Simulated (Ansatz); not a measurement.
Rb2NaSbF6:
```
Rb2NaSbF6
1.0
    0.00000     4.44002     4.44002
    4.44002     0.00000     4.44002
    4.44002     4.44002     0.00000
Rb Na Sb F
2 1 1 6
Direct
  0.75000   0.75000   0.75000
  0.25000   0.25000   0.25000
  0.50000   0.50000   0.50000
  0.00000   0.00000   0.00000
  0.75339   0.24661   0.24661
  0.24661   0.75339   0.75339
  0.24661   0.75339   0.24661
  0.75339   0.24661   0.75339
  0.24661   0.24661   0.75339
  0.75339   0.75339   0.24661
```

Relaxed with r²SCAN. Special points in fractions of this cell's reciprocal vectors: Γ (0.000, 0.000, 0.000); X (0.500, 0.000, 0.500); U (0.625, 0.250, 0.625); K (0.375, 0.375, 0.750); L (0.500, 0.500, 0.500); W (0.500, 0.250, 0.750).

### Question
List the band energies nearest the valence-band maximum at these points for DFT-r²SCAN in the program Ansatz with PAW potentials.

### Answer
In eV from the valence-band maximum; about four levels below and three above (degenerate sets whole), none deeper than 8.9 eV; points with the same levels are listed once.

```csv
k,below,above
Γ,-3.15 -3.15 -3.15 -0.70,4.82 4.82 4.82
X,-3.56 -3.56 -3.16 -0.03,5.00 5.37 5.37
U,-3.51 -3.44 -3.23 -0.01,5.10 5.14 5.41
L,-3.33 -3.33 -3.31 -0.10,4.57 5.33 5.33
W,-3.58 -3.58 -3.31 -3.31 0.00,5.19 5.19 5.29
```

Space group Fm-3m. The first step of the workflow began from a Materials Project structure, measured or hypothetical; the Crystallography Open Database copy checked does not list it. Whether it is the stable phase at ambient conditions was not checked. Symmetry was held in the r²SCAN relaxation; whether a distortion lowers the energy is not shown. Spin–orbit coupling is left out wherever it is not named.

Potentials: the later of the program's two PAW sets.
